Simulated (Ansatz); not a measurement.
Input:

B₂O₃:
```
CELL_PARAMETERS angstrom
      3.91322    -2.31195     0.00000
      3.91322     2.31195     0.00000
      0.00000     0.00000     4.13440
ATOMIC_POSITIONS crystal
  B  0.00631 0.32394 0.56769
  B  0.99369 0.67606 0.06769
  B  0.67606 0.99369 0.56769
  B  0.32394 0.00631 0.06769
  O  0.75515 0.24485 0.49997
  O  0.24485 0.75515 0.99997
  O  0.92091 0.66030 0.41862
  O  0.07909 0.33970 0.91862
  O  0.33970 0.07909 0.41862
  O  0.66030 0.92091 0.91862
```

This is the PBEsol-relaxed structure. Tensor components refer to the Cartesian frame of this cell.

Q: All from PBEsol in the plane-wave PAW code Ansatz, unless another level is named. Give the zero-point energy.

A: 132.5 meV/atom.

Q: Next, the highest zone-centre frequency (without LO–TO term)?

A: 1242 cm⁻¹.

Q: And the vibrational entropy at 300 K?

A: 7.1 J/(K·mol of atoms).

Q: What about the elastic constants (relaxed ions, GPa)?

A: C11 = 466, C22 = 309, C33 = 486, C12 = 38.2, C13 = 43.8, C23 = 36.6, C44 = 178, C55 = 126, C66 = 139.

Space group Cmc2_1. The workflow started from a Materials Project entry (that database holds measured and hypothetical structures alike); the Crystallography Open Database copy checked does not list it. COD files the formula under space group No. 144, 152. Whether it is the stable phase at ambient conditions was not checked. Symmetry was held in the PBEsol relaxation; whether a distortion lowers the energy is not shown.

Potentials: the later of the program's two PAW sets.
